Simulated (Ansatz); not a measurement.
Total density of states per atom from r²SCAN in the plane-wave PAW code Ansatz, in 0.25 eV bins, energy from the Fermi level:

(E (eV), states/eV/atom): (-7.85, 0.30); (-7.60, 0.44); (-7.35, 0.43); (-7.10, 0.26); (-6.85, 0.02); (-6.60, 0.00); (-6.35, 0.00); (-6.10, 0.00); (-5.85, 0.00); (-5.60, 0.00); (-5.35, 0.02); (-5.10, 0.08); (-4.85, 0.21); (-4.60, 0.38); (-4.35, 0.70); (-4.10, 0.63); (-3.85, 0.94); (-3.60, 0.64); (-3.35, 0.87); (-3.10, 0.79); (-2.85, 0.62); (-2.60, 0.31); (-2.35, 0.72); (-2.10, 1.04); (-1.85, 1.34); (-1.60, 0.65); (-1.35, 0.90); (-1.10, 0.55); (-0.85, 0.95); (-0.60, 0.47); (-0.35, 0.44); (-0.10, 0.38); (0.15, 0.36); (0.40, 0.31); (0.65, 0.30); (0.90, 0.37); (1.15, 0.37); (1.40, 0.28); (1.65, 0.51); (1.90, 0.79); (2.15, 1.27); (2.40, 4.04); (2.65, 4.57)

Problem. Pick the material that matches.
A) GeRh, CsCl type
B) AlRu, CsCl type
C) LaI2, MoSi2 or CaC2 type
D) LaGe3Ru, I4mm (La on 2a, Ge on 2a, Ge on 4b, Ru on 2a)

Solution. D, LaGe3Ru, I4mm (La on 2a, Ge on 2a, Ge on 4b, Ru on 2a). Within 0.5 eV of the Fermi level: Ge 4p 34 %, Ru 4d 34 %, La 5d 15 %, Ge 4s 7 %, La 4f 5 %. Projections are on Löwdin-orthogonalised atomic valence shells; empty p or d shells of many metals are not among them.

The workflow started from a Materials Project entry (that database holds measured and hypothetical structures alike); the Crystallography Open Database copy checked does not list it. Its standing as an ambient phase is unchecked. The r²SCAN relaxation kept the symmetry of its start; its stability against distortions is not shown here. No spin polarisation was allowed. Scalar-relativistic: spin–orbit coupling is off unless named, which matters more the heavier the elements.

Potentials: the later of the program's two PAW sets.
